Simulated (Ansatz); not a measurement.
Harmonic vibrational thermodynamics of Si (diamond, Fd-3m) at fixed volume, r²SCAN (plane waves, PAW; program Ansatz). The rows extrapolate the 0 K crystal and know nothing of melting or changes of phase.

```json
[
 {"T (K)": "50", "F_vib (meV/atom)": "?", "S (J/K per mol of atoms)": "0.7", "C_V (J/K per mol of atoms)": "?"},
 {"T (K)": "100", "F_vib (meV/atom)": "61.5", "S (J/K per mol of atoms)": "3.8", "C_V (J/K per mol of atoms)": "7.2"},
 {"T (K)": "200", "F_vib (meV/atom)": "53.5", "S (J/K per mol of atoms)": "11.6", "C_V (J/K per mol of atoms)": "15.5"},
 {"T (K)": "300", "F_vib (meV/atom)": "37.7", "S (J/K per mol of atoms)": "18.8", "C_V (J/K per mol of atoms)": "19.7"},
 {"T (K)": "400", "F_vib (meV/atom)": "15.0", "S (J/K per mol of atoms)": "?", "C_V (J/K per mol of atoms)": "?"},
 {"T (K)": "600", "F_vib (meV/atom)": "-46.4", "S (J/K per mol of atoms)": "34.0", "C_V (J/K per mol of atoms)": "23.4"},
 {"T (K)": "800", "F_vib (meV/atom)": "-124.2", "S (J/K per mol of atoms)": "40.8", "C_V (J/K per mol of atoms)": "24.1"},
 {"T (K)": "1000", "F_vib (meV/atom)": "-214.6", "S (J/K per mol of atoms)": "?", "C_V (J/K per mol of atoms)": "?"}
]
```

Complete the blanks.


- 400, C_V (J/K per mol of atoms): 21.8
- 400, S (J/K per mol of atoms): 24.8
- 1000, S (J/K per mol of atoms): 46.2
- 1000, C_V (J/K per mol of atoms): 24.4
- 50, C_V (J/K per mol of atoms): 2.2
- 50, F_vib (meV/atom): 62.6

The cell was relaxed with r²SCAN under the symmetry of its start; phonons on a q-mesh show no instability.

Potentials: the earlier of the program's two PAW sets.
